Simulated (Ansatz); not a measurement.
One run on Co (P63/mmc): spin–orbit coupling, moments along [001]

All numbers below come from Ansatz, DFT, PBE, PAW with Ansatz's default frozen-core files, fully relativistic files with spin-orbit coupling.

Command: `ansatz run input.yaml --threads 4 --pin off --max-ram 8192MiB --backend cpu --events-out ev --progress --plain --runs-dir out`

```yaml
crystal:
  lattice:
    - [2.5074, 0.0, 0.0]
    - [-1.2537, 2.1714720974, 0.0]
    - [0.0, 0.0, 4.0699]
  atoms:
    - { symbol: Co, position: [0.3333333333, 0.6666666667, 0.25], spin: 1.7, spin_axis: [0.0, 0.0, 1.0] }
    - { symbol: Co, position: [0.6666666667, 0.3333333333, 0.75], spin: 1.7, spin_axis: [0.0, 0.0, 1.0] }
magnetization:
  noncollinear: true
  spin_orbit: true
kpoints:
  mp_grid: { grid: [11, 11, 6] }
scf:
  occupations: { method: fermi_dirac, width: 0.05 }
  convergence: { dr2_threshold: 1.0e-09 }
  max_iter: 120
  lower_state_search: "off"
hamiltonian:
  xc: pbe
  pseudopotentials: { kind: paw_fr }
output:
  eigenvalues: false
  hubbard: { sites: [{ species: Co, l: d }] }
```

Output:

```
settings of this run that can trade accuracy for cost: output.eigenvalues: false. Do not mix this run's numbers with those of runs without the same settings; the input reference describes each key
Engine: ansatz 0.2.0
Pseudopotentials: kind: paw_fr
Pseudopotential: Co, paw_fr, valence charge 17, recommended cutoff 420 eV (normal), Co.paw.azcp#standard-fr
Functional definition: PBE
  parameter kappa = 0.804
  parameter beta = 0.06672455060314922
  exchange = pbe_x(kappa = kappa, mu = beta*pi^2/3)
  correlation = pbe_c(beta = beta)
Crystal: 2 atoms, lattice volume = 22.160 Å³
Basis set: ecut = 420 eV, 415 PW (Γ)
Bands: 42, of which v1, the nominal top of the filled ones, is band 34 counted from 1 (33 counted from 0)
Symmetry: 12 space group operations + 12 with time reversal
Magnetic group: BNS 194.270 (UNI 1500), of the structure as read, at distance tolerance 2.8e-5 Å
k-points: 64 of 726 (time reversal used)
Projection manifold: j_resolved (fully-relativistic pseudo-atomic orbitals)
Non-local potential: Co, projectors of the file, l = 0: 3, l = 1: 4, l = 2: 6, l = 3: 2
PAW form: soft (Blöchl's): semilocal exchange-correlation on the pseudo side does not see the compensation charge
PAW one-centre angular grid: Co, 590 points (default); XC on 64 Gauss nodes
Initial density: superposition of atomic densities (chi_scale 0.1, normalization cell)
Starting moments: Σ|m| = 3.4 μB on 2 of 2 sites
Initial wavefunctions: pseudopotential atomic-orbital guess
Functional: x = pbe(κ = 0.804, μ = 0.2195149727645171), c = pbe(β = 0.06672455060314922)
iter 1 solved again at ethr=5.77e-4 eV; its pass at ethr=3.10e-3 eV (dr2=1.96e-1 eV) is discarded
SCF iter   1: F=—  HF=-10252.682572 eV  |F-HF|=—  |Δ(HF+E_count)|=         —  Δρ=6.24e-2  dr2=2.10e-1  dr2_m=1.97e-1  ethr=5.77e-4  |M|=3.13e0 ∫|m|=3.21e0 μB  |m|>n=0.0e0 m-floor=0.0e0 τ_xc=1.6e-15 mc-row=0.0e0  β_m=1.00  ⟨swp⟩=1.1  Hψ=16759  notcnv=0
preconditioner: auto → none  [metal: Δε(μ)=0.006 eV  Ē_g=6.069 eV  σ=0.050 eV  W_gap=0.03  n_scr=8 (ndim 8)  ℏωp=33.5 eV  f_vac=0.000  D(μ)=1.67/eV (n_scr^D=22)  sad-step TF]
SCF iter   2: F=—  HF=-10252.702219 eV  |F-HF|=—  |Δ(HF+E_count)|=   1.96e-2  Δρ=1.94e-2  dr2=3.25e-2  dr2_m=1.91e-2  ethr=5.77e-4  |M|=3.10e0 ∫|m|=3.35e0 μB  |m|>n=0.0e0 m-floor=0.0e0 τ_xc=6.2e-5 mc-row=0.0e0  β_m=1.00  ⟨swp⟩=2.3  Hψ=4527  notcnv=0  defer=2
SCF iter   3: F=—  HF=-10252.720483 eV  |F-HF|=—  |Δ(HF+E_count)|=   1.83e-2  Δρ=7.25e-3  dr2=4.02e-3  dr2_m=2.67e-3  ethr=9.57e-5  |M|=3.10e0 ∫|m|=3.40e0 μB  |m|>n=0.0e0 m-floor=0.0e0 τ_xc=9.6e-5 mc-row=0.0e0  β_m=1.00  ⟨swp⟩=2.0  Hψ=4713  notcnv=0  defer=28
SCF iter   4: F=—  HF=-10252.753558 eV  |F-HF|=—  |Δ(HF+E_count)|=   3.31e-2  Δρ=3.91e-3  dr2=1.48e-3  dr2_m=4.37e-4  ethr=1.18e-5  |M|=3.11e0 ∫|m|=3.43e0 μB  |m|>n=0.0e0 m-floor=0.0e0 τ_xc=1.3e-4 mc-row=0.0e0  β_m=1.00  ⟨swp⟩=2.0  Hψ=5318  notcnv=0  defer=34
SCF iter   5: F=—  HF=-10252.778156 eV  |F-HF|=—  |Δ(HF+E_count)|=   2.46e-2  Δρ=2.39e-3  dr2=6.34e-4  dr2_m=2.61e-4  ethr=4.35e-6  |M|=3.11e0 ∫|m|=3.44e0 μB  |m|>n=0.0e0 m-floor=0.0e0 τ_xc=1.5e-4 mc-row=0.0e0  β_m=1.00  ⟨swp⟩=2.0  Hψ=4459  notcnv=0  defer=34
SCF iter   6: F=—  HF=-10252.791379 eV  |F-HF|=—  |Δ(HF+E_count)|=   1.32e-2  Δρ=1.66e-3  dr2=2.99e-4  dr2_m=1.40e-4  ethr=1.87e-6  |M|=3.12e0 ∫|m|=3.46e0 μB  |m|>n=0.0e0 m-floor=0.0e0 τ_xc=1.7e-4 mc-row=0.0e0  β_m=0.30  ⟨swp⟩=2.0  Hψ=4728  notcnv=0  defer=34
Mixer restart at iter 6: flushing history
spin-set hold released at iteration 6 (site moments contracting): the magnetisation degrees of freedom join the quasi-Newton model from the next iteration; the mixer history was flushed
SCF iter   7: F=—  HF=-10252.799256 eV  |F-HF|=—  |Δ(HF+E_count)|=   7.88e-3  Δρ=2.12e-3  dr2=3.81e-5  dr2_m=2.29e-4  ethr=8.78e-7  |M|=3.12e0 ∫|m|=3.46e0 μB  |m|>n=0.0e0 m-floor=0.0e0 τ_xc=1.8e-4 mc-row=0.0e0  β_m=0.65  ⟨swp⟩=2.0  Hψ=4839  notcnv=0  defer=34
SCF iter   8: F=—  HF=-10252.807823 eV  |F-HF|=—  |Δ(HF+E_count)|=   8.57e-3  Δρ=3.75e-3  dr2=1.64e-3  dr2_m=1.83e-4  ethr=1.12e-7  |M|=3.13e0 ∫|m|=3.49e0 μB  |m|>n=0.0e0 m-floor=0.0e0 τ_xc=2.4e-4 mc-row=0.0e0  β_m=0.54  ⟨swp⟩=3.0  Hψ=6864  notcnv=0  defer=34
SCF iter   9: F=—  HF=-10252.807481 eV  |F-HF|=—  |Δ(HF+E_count)|=   3.42e-4  Δρ=1.71e-3  dr2=1.35e-4  dr2_m=1.48e-4  ethr=1.12e-7  |M|=3.13e0 ∫|m|=3.49e0 μB  |m|>n=0.0e0 m-floor=0.0e0 τ_xc=2.5e-4 mc-row=0.0e0  β_m=0.70  ⟨swp⟩=3.1  Hψ=6009  notcnv=0  defer=34
SCF iter  10: F=—  HF=-10252.807503 eV  |F-HF|=—  |Δ(HF+E_count)|=   2.15e-5  Δρ=3.32e-4  dr2=5.36e-6  dr2_m=5.59e-6  ethr=1.12e-7  |M|=3.13e0 ∫|m|=3.50e0 μB  |m|>n=0.0e0 m-floor=0.0e0 τ_xc=2.7e-4 mc-row=0.0e0  β_m=0.85  ⟨swp⟩=2.0  Hψ=4762  notcnv=0  defer=34
SCF iter  11: F=—  HF=-10252.807505 eV  |F-HF|=—  |Δ(HF+E_count)|=   2.40e-6  Δρ=3.79e-5  dr2=8.33e-8  dr2_m=7.32e-8  ethr=1.58e-8  |M|=3.13e0 ∫|m|=3.50e0 μB  |m|>n=0.0e0 m-floor=0.0e0 τ_xc=2.7e-4 mc-row=0.0e0  β_m=0.89  ⟨swp⟩=2.0  Hψ=4351  notcnv=0  defer=35
SCF iter  12: F=—  HF=-10252.807508 eV  |F-HF|=—  |Δ(HF+E_count)|=   3.17e-6  Δρ=5.85e-6  dr2=1.86e-9  dr2_m=1.74e-9  ethr=2.45e-10  |M|=3.13e0 ∫|m|=3.50e0 μB  |m|>n=0.0e0 m-floor=0.0e0 τ_xc=2.8e-4 mc-row=0.0e0  β_m=0.80  ⟨swp⟩=2.0  Hψ=4746  notcnv=0  defer=35
SCF iter  13: F=-10252.807508 eV  HF=-10252.807508 eV  |F-HF|=1.46e-11  |Δ(HF+E_count)|=  4.37e-11  Δρ=7.22e-7  dr2=4.30e-12  dr2_m=2.78e-11  ethr=2.94e-12  |M|=3.13e0 ∫|m|=3.50e0 μB  |m|>n=0.0e0 m-floor=0.0e0 τ_xc=2.8e-4 mc-row=0.0e0  ⟨swp⟩=3.0  Hψ=5826  notcnv=0
SCF 1 converged in 13 iterations: F = -10252.807508 eV  dr2 = 4.30e-12
  greatest PAW one-centre occupation: 1.000 electrons in one spin orbital (limit 2), on the Co atom at site 1 (counted from 0), in its partial waves of l = 0
SCF converged after 13 iterations
Magnetization: |M| = 3.1339 μB,  M = (-0.0000, +0.0000, +3.1339) μB
Absolute magnetization: 3.4974 μB (∫|m|, with the PAW one-centre terms)
  site 0: m = (-0.0000, -0.0000, +1.6494) μB, |m| = 1.6494 μB  (R = 1.03 Å)
  site 1: m = (-0.0000, +0.0000, +1.6494) μB, |m| = 1.6494 μB  (R = 1.03 Å)
Free energy (F): -10252.807508 eV
Harris-Foulkes:  -10252.807508 eV  (|F-HF|=1.46e-11)
Internal energy: -10252.793872 eV  (E = F + TS)
E sigma→0 (E₀):  -10252.800690 eV
Entropy (-TS):   -0.013636 eV (-6.818 meV/atom)
Fermi energy:    18.247586 eV
--- Per-component energies (eV) ---
  E_band       = -502.529918
  E_kinetic    = 906.070083
  E_local      = -5725.193003  (includes V_loc(G=0)·N_el)
  E_nonlocal   = 908.242476
  E_hartree    = 2397.479343
  E_xc         = -317.531167
  E_vxc        = -409.719159  (∫ρ·V_xc dr)
  E_paw        = -3030.587361  (= ΣΔE_a)
  E_vpaw       = -976.889274  (= ΣTr[D̂ρ^β])
  E_aug_tail   = 0.000160  (compensation charges beyond the density's cutoff)
  E_ewald      = -5391.274405
  E_smearing   = -0.013636  (= −TS)
  E_closure    = -0.000000  (closes the sum)
  Σ components = -10252.807508   (vs F -10252.807508, Δ=0.00e0)
--- Occupation matrices: 2 shells (Löwdin-built; ε = 2.00e-2, provisional) ---
  Co0 d_3D: site group D3h (-6m2)
  Co0 d_3D spinor Tr n = 7.8431  λ = 0.601 0.601 0.618 0.622 0.637 0.946 0.947 0.953 0.958 0.961  [5× z2 0.20 E1/2(0.40) | 5× xz 0.20 E1/2(0.40)]
  Co1 d_3D: site group D3h (-6m2)
  Co1 d_3D spinor Tr n = 7.8431  λ = 0.601 0.601 0.618 0.622 0.637 0.946 0.947 0.953 0.958 0.961  [5× z2 0.20 E1/2(0.40) | 5× xz 0.20 E1/2(0.40)]
  Tr n, λ and their labels are of the run-group-symmetrised matrices; stabiliser: 24 of 48 elements of G0×{1,Θ} (closed), max defect 1.7e-15 at τ = 4.2e-3
settings of this run that can trade accuracy for cost: output.eigenvalues: false. Do not mix this run's numbers with those of runs without the same settings; the input reference describes each key
```

occupations.tsv:

```
# site	symbol	l	channel	k	occupation	cluster	real_ylm_label	real_ylm_weight	cubic_label	cubic_weight	pseudocubic_irrep	site_irrep	w_site_irrep	cell_site_irrep	w_cell_site_irrep
# site_irrep/w_site_irrep = the cluster's dominant irrep under the shell's site group (Mulliken, in the setting of the per-shell frame z, x; double-valued rows on a spinor block under rep=spin_orbital) and its weight, the cluster's purity; - without a site group
# cell_site_irrep/w_cell_site_irrep = the same under the site's group on the run's cell, the crystal's operations that keep its lattice, with its own per-shell comment where it differs; - as there, and where that group is no smaller or either group is refused
# basis = Löwdin-built
# labels = run-group-symmetrised matrices
# epsilon = 0.02 provisional = true under_converged = false
# stabiliser = 24/48 closed max_defect = 1.6647e-15 tolerance = 0.0042426
# site 0 Co l=2_3D: orbit=0, site group D3h (-6m2), |G|=12, z=[0.000000, 0.000000, 1.000000], x=[0.866025, -0.500000, 0.000000], rep=spin_orbital
0	Co	2_3D	spinor	0	0.600657	0	z2	0.2000	z2	0.2000	-	E1/2	0.4000	-	-
0	Co	2_3D	spinor	1	0.601141	0	z2	0.2000	z2	0.2000	-	E1/2	0.4000	-	-
0	Co	2_3D	spinor	2	0.617569	0	z2	0.2000	z2	0.2000	-	E1/2	0.4000	-	-
0	Co	2_3D	spinor	3	0.622289	0	z2	0.2000	z2	0.2000	-	E1/2	0.4000	-	-
0	Co	2_3D	spinor	4	0.637077	0	z2	0.2000	z2	0.2000	-	E1/2	0.4000	-	-
0	Co	2_3D	spinor	5	0.946195	1	xz	0.2000	xz	0.2000	-	E1/2	0.4000	-	-
0	Co	2_3D	spinor	6	0.947126	1	xz	0.2000	xz	0.2000	-	E1/2	0.4000	-	-
0	Co	2_3D	spinor	7	0.952540	1	xz	0.2000	xz	0.2000	-	E1/2	0.4000	-	-
0	Co	2_3D	spinor	8	0.957909	1	xz	0.2000	xz	0.2000	-	E1/2	0.4000	-	-
0	Co	2_3D	spinor	9	0.960620	1	xz	0.2000	xz	0.2000	-	E1/2	0.4000	-	-
# Tr n = 7.843123
# site 1 Co l=2_3D: orbit=0, site group D3h (-6m2), |G|=12, z=[0.000000, 0.000000, -1.000000], x=[0.000000, -1.000000, 0.000000], rep=spin_orbital
1	Co	2_3D	spinor	0	0.600657	0	z2	0.2000	z2	0.2000	-	E1/2	0.4000	-	-
1	Co	2_3D	spinor	1	0.601141	0	z2	0.2000	z2	0.2000	-	E1/2	0.4000	-	-
1	Co	2_3D	spinor	2	0.617569	0	z2	0.2000	z2	0.2000	-	E1/2	0.4000	-	-
1	Co	2_3D	spinor	3	0.622289	0	z2	0.2000	z2	0.2000	-	E1/2	0.4000	-	-
1	Co	2_3D	spinor	4	0.637077	0	z2	0.2000	z2	0.2000	-	E1/2	0.4000	-	-
1	Co	2_3D	spinor	5	0.946195	1	xz	0.2000	xz	0.2000	-	E1/2	0.4000	-	-
1	Co	2_3D	spinor	6	0.947126	1	xz	0.2000	xz	0.2000	-	E1/2	0.4000	-	-
1	Co	2_3D	spinor	7	0.952540	1	xz	0.2000	xz	0.2000	-	E1/2	0.4000	-	-
1	Co	2_3D	spinor	8	0.957909	1	xz	0.2000	xz	0.2000	-	E1/2	0.4000	-	-
1	Co	2_3D	spinor	9	0.960620	1	xz	0.2000	xz	0.2000	-	E1/2	0.4000	-	-
# Tr n = 7.843123
```

Site moments (μB): Co1 (0.00, 0.00, 1.65); Co2 (0.00, 0.00, 1.65). Cell moment 3.13 μB.

The Ansatz runs typed with the search for lower states off end where their start leads. None of this fixes the real material's magnetic order: only patterns that fit the cell were computed, at zero temperature, with a functional that can overstate moments.

It took 4.1 s on 4 threads of Intel(R) Xeon(R) 6975P-C (Granite Rapids), on a shared host, peak memory 0.52 GiB.
